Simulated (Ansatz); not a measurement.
Consider the following.

MoPt:
```xyz
2
Lattice="3.1579 0.0000 0.0000 0.0000 3.1579 0.0000 0.0000 0.0000 3.1579" Properties=species:S:1:pos:R:3 pbc="T T T"
Pt     0.0000     0.0000     0.0000
Mo     1.5789     1.5789     1.5789
```

This is the r²SCAN-relaxed structure.

Q: All from DFT-r²SCAN in the program Ansatz with PAW potentials, unless another level is named. Estimate the density of states at the Fermi level.

A: 1.5 states/eV per atom (mean over ±0.08 eV).

Q: Next, the formation energy from the elements (no fitted shifts)?

A: 275 meV/atom.

Q: What about the gap with spin–orbit coupling?

A: none (metallic).

Space group Pm-3m (CsCl type). The start of the workflow was typed in or built on a structure type; neither database checked (COD, Materials Project) lists it. Whether it is the stable phase at ambient conditions was not checked. The r²SCAN relaxation kept the symmetry of its start. At this level the phase is mechanically unstable. The run is not spin-polarised. Its formation energy is positive at this level, so the cell may be metastable or incomplete. The references are the lowest solids computed at this level, not always the standard phases. Scalar-relativistic: spin–orbit coupling is off unless named, which matters more the heavier the elements.

Potentials: the later of the program's two PAW sets.
